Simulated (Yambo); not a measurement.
Yambo run on C (space group R-3m, No. 166). The wavefunctions are PBEsol (Quantum ESPRESSO, PseudoDojo norm-conserving, 82 Ry, no spin-orbit coupling) ones on a 6×6×6 mesh (8 occupied bands); a = b = c = 8.4041 Å, α = β = γ = 16.88°.

Yambo input:

```
rim_cut
HF_and_locXC
RandQpts= 1000000
RandGvec= 1 Ry
EXXRLvcs= 82 Ry
VXCRLvcs= 328 Ry
% QPkrange
 1 | 1 | 8 | 9 |
 4 | 4 | 8 | 9 |
 12 | 12 | 8 | 9 |
 13 | 13 | 8 | 9 |
 25 | 25 | 8 | 9 |
 32 | 32 | 8 | 9 |
%
```

k points by index: 1 = Γ, 4 = L, 12 = (0, 0.333, -0.333), 13 = F, 25 = (0.167, -0.5, -0.167), 32 = Z.

The o-*.hf file then holds:

```
#    K-point    Band    Eo [eV]    Ehf [eV]    Vxc [eV]    Vnlxc [eV]
#
    1    8    -2.901709    -6.884276    -17.25780    -21.24037
    1    9    3.217961    6.749059    -5.831597    -2.300498
    4    8    -2.111971    -4.109710    -13.96342    -15.96116
    4    9    1.524582    5.778755    -12.77557    -8.521401
    12    8    -0.128210E-4    0.265368    -13.80520    -13.53982
    12    9    0.185813    2.816987    -14.02886    -11.39769
    13    8    -2.178800    -4.227750    -13.85395    -15.90290
    13    9    1.613234    5.935001    -12.94082    -8.619052
    25    8    0.000000    0.265577    -13.80518    -13.53961
    25    9    0.185819    2.817206    -14.02888    -11.39749
    32    8    -2.901252    -6.883596    -17.25846    -21.24081
    32    9    4.451955    8.140373    -5.964386    -2.275967
```
Exchange alone, without screening.

Geometry of the Materials Project entry, not relaxed at this level.

This is not the ordinary phase of the substance.

The distance between layers or molecules is the database entry's, not relaxed here. Functionals without dispersion can leave it too large, which widens gaps and weakens the response across layers: the numbers belong to this cell.
